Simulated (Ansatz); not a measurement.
A trial cell of MgO was relaxed with PBE (plane waves to 420 eV, PAW, scalar-relativistic; Ansatz, a first-principles code).

Before: R-3m, hexagonal axes (No. 166), hR2; a = b = 2.596 Å, c = 12.424 Å, α = β = 90.00°, γ = 120.00°.

After relaxation:

Simulated powder pattern, Ag Kα, λ = 0.560885 Å (kinematic, ideal powder, no thermal factors, no anomalous dispersion; the 24 strongest lines at most, above 1 %, up to 2θ = 30°):

| 2θ (°) | I/Imax (%) |
|---|---|
| 13.11 | 9.8 |
| 15.15 | 100 |
| 21.49 | 63 |
| 25.26 | 8.1 |
| 26.40 | 19 |

**Question.** Identify the relaxed structure from its pattern: crystal system, space group and cell.

**Answer.** Cubic, Fm-3m (No. 225), cF8, rock salt type; a = 4.2544 Å, b = 4.2544 Å, c = 4.2544 Å, α = 90.00°, β = 90.00°, γ = 90.00°. Sites: Mg 4a (0.000, 0.000, 0.000); O 4b (0.500, 0.500, 0.500).

**Question.** Index the strongest lines.

**Answer.** 13.11° (111), 15.15° (200), 21.49° (220), 25.26° (311), 26.40° (222).

No spin polarisation in the result.

The run could not lose the symmetry of its start.

All atoms sit on sites fixed by symmetry, so only the cell could relax.
